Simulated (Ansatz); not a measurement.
# Ga$_{3}$AsP$_{2}$ (I-4m2)

The calculation used Ansatz, DFT PBE, scalar-relativistic, plane waves, PAW.

Settings: cutoff 420 eV, Γ-centred mesh 10×10×10 on the computed 6-atom cell, Gaussian smearing of 0.02 eV; no spin polarisation.

The structure is relaxed at this level of theory with its symmetry kept, and needn't be the ground state of this composition.

```
CELL_PARAMETERS angstrom
-1.97353 1.97353 8.38292
1.97353 -1.97353 8.38292
1.97353 1.97353 -8.38292
ATOMIC_POSITIONS crystal
Ga 0.00000 0.00000 0.00000
Ga 0.66253 0.66253 0.00000
Ga 0.33747 0.33747 0.00000
P 0.58130 0.08130 0.50000
P 0.91870 0.41870 0.50000
As 0.25000 0.75000 0.50000
```

```json
{
 "Space group": "I-4m2 (No. 119)",
 "Volume per atom": "21.77 Å³",
 "Formation energy from the elements' standard states (uncorrected)": "-0.398 eV/atom",
 "Kohn–Sham band gap": "1.04 eV, direct at Γ",
 "Orbital (Löwdin) character of the top 1 eV of the valence band": "As 4p 38 %, P 3p 38 %, Ga 4p 21 %",
 "Orbital (Löwdin) character of the lowest 1 eV of the conduction band": "Ga 4p 30 %, Ga 4s 25 %, P 3p 15 %, P 3s 12 %, unprojected 8 %",
 "Electron masses at the edge by direction of the standard setting (m_e; one valley, along these axes only; no spin-orbit coupling)": "x: 0.070; y: 0.070; z: 0.071",
 "Hole masses at the edge by direction of the standard setting (m_e; one valley, along these axes only; no spin-orbit coupling)": "x: 2.9, 0.059; y: 2.9, 0.059; z: 0.39, 0.39",
 "Bader charge by site (e)": "Ga (1 in the cell) 0.83, Ga (2 in the cell) 0.76, P (2 in the cell) -0.83, As (1 in the cell) -0.69"
}
```

The cell was found from a structure generator's guess, not taken from experiment. Kohn–Sham gaps at this level usually fall short of measured ones. Löwdin shares on free-atom orbitals overweight diffuse shells in the empty bands.
